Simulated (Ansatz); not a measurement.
An elastic tensor (GPa, Voigt order, standard axes) from PBEsol (plane waves, PAW; program Ansatz):

```
 175  65.4  65.4   0.0   0.0   0.0
65.4   175  65.4   0.0   0.0   0.0
65.4  65.4   175   0.0   0.0   0.0
 0.0   0.0   0.0  25.5   0.0   0.0
 0.0   0.0   0.0   0.0  25.5   0.0
 0.0   0.0   0.0   0.0   0.0  25.5
```

Problem. Which of these materials gives this?
A. BePd, CsCl type
B. InPd3, Cu3Au type
C. Cu3PdN, anti-perovskite
D. Sb2Pd, Pa-3 (Sb on 8c, Pd on 4a)

Solution. D, Sb2Pd, Pa-3 (Sb on 8c, Pd on 4a)

The workflow started from a Materials Project entry (that database holds measured and hypothetical structures alike); the Crystallography Open Database files this formula in space group No. 205, but the cells were not matched. Its standing as an ambient phase is unchecked. The cell was relaxed with PBEsol under the symmetry of its start; its stability against distortions is not shown here. No spin polarisation was allowed. As this level gives no gap, shear constants depend on the k-mesh and smearing (Fermi–Dirac, 0.1 eV here). Spin–orbit coupling is left out wherever it is not named.

Potentials: the later of the program's two PAW sets.
